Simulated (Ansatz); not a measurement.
## Magnetic states of chromium, omega (AlB2-type)

Computed with Ansatz, DFT, r2SCAN, plane waves (500 eV) with PAW, scalar-relativistic. (PAW data from PBE, frozen cores regenerated.)

Each start was relaxed and then solved on a dense mesh, with Fermi-Dirac smearing of 0.05 eV (0.1 eV in a metal without spin) extrapolated to zero. Rows within 2 meV/atom of each other tie.

(1) Where does each start end, and how do the energies compare? Starts: ferromagnetic; non-magnetic.

Results:

(1) 
| start | ends | ΔE (meV/atom) | V (Å³/atom) |
| --- | --- | --- | --- |
| non-magnetic | spin not included | 0.0 | 11.59 |
| ferromagnetic | ferromagnetic, net 1.20 μB per atom | 93.8 | 12.23 |
